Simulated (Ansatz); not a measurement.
Starting cell, In2Si2O7 (space group C2/m):

```
CELL_PARAMETERS angstrom
      3.28273    -4.27851     0.00000
      3.28273     4.27851     0.00000
     -1.01619     0.00000     4.57490
ATOMIC_POSITIONS crystal
  In 0.30705 0.69295 0.00000
  In 0.69295 0.30705 0.00000
  Si 0.22283 0.22283 0.41060
  Si 0.77717 0.77717 0.58940
  O  0.92086 0.60611 0.78081
  O  0.07914 0.39389 0.21919
  O  0.39389 0.07914 0.21919
  O  0.60611 0.92086 0.78081
  O  0.00000 0.00000 0.50000
  O  0.60697 0.60697 0.28170
  O  0.39303 0.39303 0.71830
```

A phonon eigenvector at Γ is frozen into this cell: atom i moves by Q times the vector below, so Q is the largest atomic displacement, in Å. The cell is held.

```csv
atom,x,y,z
In1,0.000,-0.228,0.000
In2,0.000,0.228,0.000
Si3,0.000,0.000,0.305
Si4,0.000,0.000,-0.305
O5,-0.206,-0.429,-0.879
O6,0.206,0.429,0.879
O7,0.206,-0.429,0.879
O8,-0.206,0.429,-0.879
O10,0.426,0.000,-0.483
O11,-0.426,0.000,0.483
```

Atoms not listed stay in place.

Calculation: LDA (plane waves to 420 eV, PAW, scalar-relativistic; Ansatz, an electronic-structure program). k mesh 5×5×6 (Γ-centred), Fermi-Dirac smearing 0.05 eV. The energy includes the smearing's −TS. In2Si2O7 was relaxed with its symmetry unable to fall. The zero of ΔE is the undisplaced structure.

```
Q (Å)   ΔE (meV/cell)
------  -------------
-0.180            526
-0.120            234
-0.060             58
0.000               0
0.060              59
0.120             238
0.180             542
```

Problem. Which DFPT wavenumber at Γ belongs to this mode?
(A) 442 cm⁻¹
(B) 668 cm⁻¹
(C) 832 cm⁻¹
(D) 306 cm⁻¹

Solution. D, 306 cm⁻¹. The curvature of the scan gives 306 cm⁻¹

(A displaced cell: forces are minus the slopes of the energy, force constants its curvatures, and phonons follow from these.)
